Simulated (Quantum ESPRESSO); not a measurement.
# Zn3Se2ClF: finding a planted mistake in a log

Simulated, not a measurement. The program is pw.x of Quantum ESPRESSO 7.5 (plane-wave density functional theory). The cell is made up: 7 atoms on a zincblende/diamond lattice with one site empty, with randomly drawn elements, strain and displacements, not relaxed. PseudoDojo standard norm-conserving files (v0.5 for PBE, v0.4.1 for LDA and PBEsol) set the functional; there is no spin polarisation, spin-orbit coupling or dispersion term, and the masses in the input are unused placeholders.

Intended input:

```
&control calculation='scf', pseudo_dir='./dojo.nc.sr.pbe.v0_5.standard.upf', outdir='./o', disk_io='medium', tprnfor=.true., tstress=.true. /
&system ibrav=0, nat=7, ntyp=4, nbnd=59, ecutwfc=85.99341389, nosym=.true., tot_charge=0,
 occupations='smearing', smearing='fd', degauss=0.0018374661
/
&electrons conv_thr=7.350e-09, electron_maxstep=60, /
ATOMIC_SPECIES
Cl 1.0 Cl.upf
F 1.0 F.upf
Se 1.0 Se.upf
Zn 1.0 Zn.upf
CELL_PARAMETERS angstrom
5.1788 0.0 0.0
0.0 5.1788 0.0
0.0 0.0 5.1788
ATOMIC_POSITIONS angstrom
Zn -0.0772 2.5579 2.5457
Zn 2.6022 0.002 2.6162
Zn 2.5813 2.6604 0.028
Se 1.2327 1.3405 1.2579
Cl 1.3155 3.8675 3.9366
Se 3.8928 1.2771 3.8535
F 3.8355 3.868 1.3225
K_POINTS automatic
4 4 4 1 1 1
```

The log is shortened where brackets say so; the opening notice, blank lines, dates and the lines on written files are dropped, and the path of the files is cut. It prints rydbergs, bohrs and kilobars, and counts compression as positive stress. Where no state is partly filled, the Fermi energy that it prints is only some level between the filled and the empty states on the mesh, and need not lie in the true gap.

Log of the intended run:

```
     Program PWSCF v.7.5
     Parallel version (MPI & OpenMP), running on       1 processor cores
     Number of MPI processes:                 1
     Threads/MPI process:                     1
     [start-up lines left out]
     bravais-lattice index     =            0
     lattice parameter (alat)  =       9.7865  a.u.
     unit-cell volume          =     937.3117 (a.u.)^3
     number of atoms/cell      =            7
     number of atomic types    =            4
     number of electrons       =       106.00
     number of Kohn-Sham states=           59
     kinetic-energy cutoff     =      85.9934  Ry
     charge density cutoff     =     343.9737  Ry
     scf convergence threshold =      7.3E-09
     mixing beta               =       0.7000
     number of iterations used =            8  plain     mixing
     Exchange-correlation= PBE
                           (   1   4   3   4   0   0   0)
     [axes and pseudopotential details left out]
   Cartesian axes
     site n.     atom                  positions (alat units)
         1        Zn     tau(   1) = (  -0.0149069   0.4939175   0.4915618  )
         2        Zn     tau(   2) = (   0.5024716   0.0003862   0.5051749  )
         3        Zn     tau(   3) = (   0.4984359   0.5137097   0.0054067  )
         4        Se     tau(   4) = (   0.2380281   0.2588437   0.2428941  )
         5        Cl     tau(   5) = (   0.2540164   0.7467946   0.7601375  )
         6        Se     tau(   6) = (   0.7516799   0.2466015   0.7440913  )
         7        F      tau(   7) = (   0.7406156   0.7468912   0.2553680  )
     number of k points=    32  Fermi-Dirac smearing, width (Ry)=  0.0018
                       cart. coord. in units 2pi/alat
        k(    1) = (   0.1250000   0.1250000   0.1250000), wk =   0.0625000
        k(    2) = (   0.1250000   0.1250000   0.3750000), wk =   0.0625000
     [further k points left out]
     Dense  grid:   100929 G-vectors     FFT dimensions: (  60,  60,  60)
     Estimated max dynamical RAM per process >     152.86 MB
     Initial potential from superposition of free atoms
     starting charge     105.9994, renormalised to     106.0000
     Starting wfcs are   56 randomized atomic wfcs +    3 random wfcs
     total cpu time spent up to now is        8.7 secs
     per-process dynamical memory:    78.0 Mb
     Self-consistent Calculation
     iteration #  1     ecut=    85.99 Ry     beta= 0.70
     Davidson diagonalization with overlap
     ethr =  1.00E-02,  avg # of iterations =  4.7
     Threshold (ethr) on eigenvalues was too large:
     Diagonalizing with lowered threshold
     Davidson diagonalization with overlap
     ethr =  4.72E-04,  avg # of iterations =  2.0
     total cpu time spent up to now is       66.7 secs
     total energy              =   -1821.32770226 Ry
     estimated scf accuracy    <       0.48980916 Ry
     iteration #  2     ecut=    85.99 Ry     beta= 0.70
     Davidson diagonalization with overlap
     ethr =  4.62E-04,  avg # of iterations =  4.3
     total cpu time spent up to now is       96.5 secs
     total energy              =   -1821.42114360 Ry
     estimated scf accuracy    <       0.46782889 Ry
     [iterations 3 to 8 left out]
     iteration #  9     ecut=    85.99 Ry     beta= 0.70
     Davidson diagonalization with overlap
     ethr =  1.44E-10,  avg # of iterations =  2.5
     total cpu time spent up to now is      305.8 secs
     total energy              =   -1821.53481425 Ry
     estimated scf accuracy    <       0.00000001 Ry
     iteration # 10     ecut=    85.99 Ry     beta= 0.70
     Davidson diagonalization with overlap
     ethr =  1.16E-11,  avg # of iterations =  3.2
     total cpu time spent up to now is      338.4 secs
     End of self-consistent calculation
     [lines on levels left out]
     the Fermi energy is     9.0440 ev
!    total energy              =   -1821.53481425 Ry
     estimated scf accuracy    <          1.2E-09 Ry
     smearing contrib. (-TS)   =      -0.00000000 Ry
     internal energy E=F+TS    =   -1821.53481425 Ry
     The total energy is F=E-TS. E is the sum of the following terms:
     one-electron contribution =   -1440.32962774 Ry
     hartree contribution      =     741.69957484 Ry
     xc contribution           =    -252.09341517 Ry
     ewald contribution        =    -870.81134619 Ry
     convergence has been achieved in  10 iterations
     Forces acting on atoms (cartesian axes, Ry/au):
     atom    1 type  4   force =    -0.01511646    0.05571209   -0.02198636
     atom    2 type  4   force =    -0.01344826   -0.01840199   -0.05744156
     atom    3 type  4   force =     0.05533008   -0.00991331    0.02822304
     atom    4 type  3   force =    -0.00612253   -0.05938795   -0.04758101
     atom    5 type  1   force =    -0.04265414    0.04738905   -0.01225663
     atom    6 type  3   force =     0.03805036   -0.01087547    0.09652562
     atom    7 type  2   force =    -0.01603904   -0.00452241    0.01451690
     Total force =     0.181677     Total SCF correction =     0.000094
     Computing stress (Cartesian axis) and pressure
          total   stress  (Ry/bohr**3)                   (kbar)     P=      122.61
   0.00092484   0.00015810  -0.00012729          136.05       23.26      -18.73
   0.00015810   0.00065404  -0.00012228           23.26       96.21      -17.99
  -0.00012729  -0.00012228   0.00092153          -18.73      -17.99      135.56
     init_run     :      8.00s CPU      8.62s WALL (       1 calls)
     electrons    :    322.81s CPU    329.69s WALL (       1 calls)
     forces       :      4.89s CPU      4.97s WALL (       1 calls)
     stress       :     16.91s CPU     17.00s WALL (       1 calls)
     [timing details left out]
     PWSCF        :   5m52.80s CPU   6m 0.72s WALL
     JOB DONE.
```

A second run was made from an input with one planted mistake. Its log:

```
     Program PWSCF v.7.5
     Parallel version (MPI & OpenMP), running on       1 processor cores
     Number of MPI processes:                 1
     Threads/MPI process:                     1
     [start-up lines left out]
     bravais-lattice index     =            0
     lattice parameter (alat)  =       9.7865  a.u.
     unit-cell volume          =     937.3117 (a.u.)^3
     number of atoms/cell      =            7
     number of atomic types    =            4
     number of electrons       =       106.00
     number of Kohn-Sham states=           77
     kinetic-energy cutoff     =      85.9934  Ry
     charge density cutoff     =     343.9737  Ry
     scf convergence threshold =      7.3E-09
     mixing beta               =       0.7000
     number of iterations used =            8  plain     mixing
     Exchange-correlation= PBE
                           (   1   4   3   4   0   0   0)
     [axes and pseudopotential details left out]
   Cartesian axes
     site n.     atom                  positions (alat units)
         1        Zn     tau(   1) = (  -0.0149069   0.4939175   0.4915618  )
         2        Zn     tau(   2) = (   0.5024716   0.0003862   0.5051749  )
         3        Zn     tau(   3) = (   0.4984359   0.5137097   0.0054067  )
         4        Se     tau(   4) = (   0.2380281   0.2588437   0.2428941  )
         5        Cl     tau(   5) = (   0.2540164   0.7467946   0.7601375  )
         6        Se     tau(   6) = (   0.7516799   0.2466015   0.7440913  )
         7        F      tau(   7) = (   0.7406156   0.7468912   0.2553680  )
     number of k points=    32  Fermi-Dirac smearing, width (Ry)=  0.0617
                       cart. coord. in units 2pi/alat
        k(    1) = (   0.1250000   0.1250000   0.1250000), wk =   0.0625000
        k(    2) = (   0.1250000   0.1250000   0.3750000), wk =   0.0625000
     [further k points left out]
     Dense  grid:   100929 G-vectors     FFT dimensions: (  60,  60,  60)
     Estimated max dynamical RAM per process >     170.67 MB
     Initial potential from superposition of free atoms
     starting charge     105.9994, renormalised to     106.0000
     Starting wfcs are   56 randomized atomic wfcs +   21 random wfcs
     total cpu time spent up to now is       14.9 secs
     per-process dynamical memory:    81.6 Mb
     Self-consistent Calculation
     iteration #  1     ecut=    85.99 Ry     beta= 0.70
     Davidson diagonalization with overlap
     ethr =  1.00E-02,  avg # of iterations =  6.3
     Threshold (ethr) on eigenvalues was too large:
     Diagonalizing with lowered threshold
     Davidson diagonalization with overlap
     ethr =  4.33E-04,  avg # of iterations =  3.1
     total cpu time spent up to now is      107.8 secs
     total energy              =   -1821.39684511 Ry
     estimated scf accuracy    <       0.45792494 Ry
     iteration #  2     ecut=    85.99 Ry     beta= 0.70
     Davidson diagonalization with overlap
     ethr =  4.32E-04,  avg # of iterations =  4.2
     total cpu time spent up to now is      154.3 secs
     total energy              =   -1821.45575316 Ry
     estimated scf accuracy    <       0.61188586 Ry
     [iterations 3 to 9 left out]
     iteration # 10     ecut=    85.99 Ry     beta= 0.70
     Davidson diagonalization with overlap
     ethr =  3.77E-11,  avg # of iterations =  2.8
     total cpu time spent up to now is      544.8 secs
     total energy              =   -1821.60262472 Ry
     estimated scf accuracy    <          7.7E-09 Ry
     iteration # 11     ecut=    85.99 Ry     beta= 0.70
     Davidson diagonalization with overlap
     ethr =  7.27E-12,  avg # of iterations =  2.0
     total cpu time spent up to now is      596.4 secs
     End of self-consistent calculation
     [lines on levels left out]
     the Fermi energy is     9.2101 ev
!    total energy              =   -1821.60262472 Ry
     estimated scf accuracy    <          2.9E-10 Ry
     smearing contrib. (-TS)   =      -0.21412597 Ry
     internal energy E=F+TS    =   -1821.38849875 Ry
     The total energy is F=E-TS. E is the sum of the following terms:
     one-electron contribution =   -1439.64727176 Ry
     hartree contribution      =     741.08042680 Ry
     xc contribution           =    -252.01030760 Ry
     ewald contribution        =    -870.81134619 Ry
     convergence has been achieved in  11 iterations
     Forces acting on atoms (cartesian axes, Ry/au):
     atom    1 type  4   force =    -0.01866075    0.07505216   -0.02461963
     atom    2 type  4   force =    -0.00810634   -0.03588092   -0.06096402
     atom    3 type  4   force =     0.06037464    0.00825211    0.03083651
     atom    4 type  3   force =    -0.00752239   -0.06667353   -0.04298502
     atom    5 type  1   force =    -0.04735370    0.04219066   -0.00803800
     atom    6 type  3   force =     0.03284597   -0.01757346    0.09587477
     atom    7 type  2   force =    -0.01157743   -0.00536701    0.00989539
     Total force =     0.193902     Total SCF correction =     0.000101
     Computing stress (Cartesian axis) and pressure
          total   stress  (Ry/bohr**3)                   (kbar)     P=      134.81
   0.00096509   0.00016045  -0.00016263          141.97       23.60      -23.92
   0.00016045   0.00082421  -0.00012340           23.60      121.25      -18.15
  -0.00016263  -0.00012340   0.00095987          -23.92      -18.15      141.20
     init_run     :     12.80s CPU     14.77s WALL (       1 calls)
     electrons    :    569.34s CPU    581.55s WALL (       1 calls)
     forces       :      7.93s CPU      8.03s WALL (       1 calls)
     stress       :     29.09s CPU     29.20s WALL (       1 calls)
     [timing details left out]
     PWSCF        :  10m19.49s CPU  10m35.05s WALL
     JOB DONE.
```

Question: what was wrong in the second input?

Answer: the smearing is too wide. The input lines that differ, file-writing options aside:

```
- &system ibrav=0, nat=7, ntyp=4, nbnd=59, ecutwfc=85.99341389, nosym=.true., tot_charge=0,
+ &system ibrav=0, nat=7, ntyp=4, nbnd=77, ecutwfc=85.99341389, nosym=.true., tot_charge=0,
-  occupations='smearing', smearing='fd', degauss=0.0018374661
+  occupations='smearing', smearing='fd', degauss=0.0617388613
```

```
                                            intended run  run with the mistake
                          free energy (eV)    -24783.244            -24784.166
                    smearing term -TS (eV)        0.0000               -2.9133
                            pressure (GPa)         12.26                 13.48
            largest force component (eV/Å)         2.482                 2.465
largest change of a force component (eV/Å)                               0.497
                                iterations            10                    11
```

For scale, a rerun of the intended cell at 1467 eV and a 6 x 6 x 6 mesh moved values by no more than 0.003 eV in energy, 0.02 GPa in stress and 0.002 eV/Å in force. The number of bands, nbnd, was set by rule from the electron count and the smearing, so it follows the mistake.